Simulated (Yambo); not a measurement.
Sr2RuH6 (space group Fm-3m, No. 225); a = 5.374 Å, b = 5.374 Å, c = 5.374 Å, α = 60.00°, β = 60.00°, γ = 60.00°. With the G0W0 scissor the direct gap on the mesh is 3.43 eV.

Task: Does this run resolve the lowest exciton, and if so, what are its energy and binding? (Yambo, LDA bands; 6×6×6 mesh, 8 valence and 6 conduction bands, static screening with 61 bands and a 3 Ry block, scissor 1.31 eV, Tamm-Dancoff.)

Result: The mesh holds a bound state, but the numbers are provisional. These are vertical excitations (zero momentum). The lowest state lies at 2.66 eV (weak for light along x, 3 states within 2 meV), the direct quasiparticle gap on this mesh at 3.43 eV. Its binding energy, counted from that gap, is 0.77 eV; it spreads over about 100 k points of the mesh. Convergence with the mesh was not shown. The scissor comes from a G0W0 run whose convergence isn't established. Spin-orbit splittings are left out.

Geometry of the Materials Project entry, not relaxed at this level.
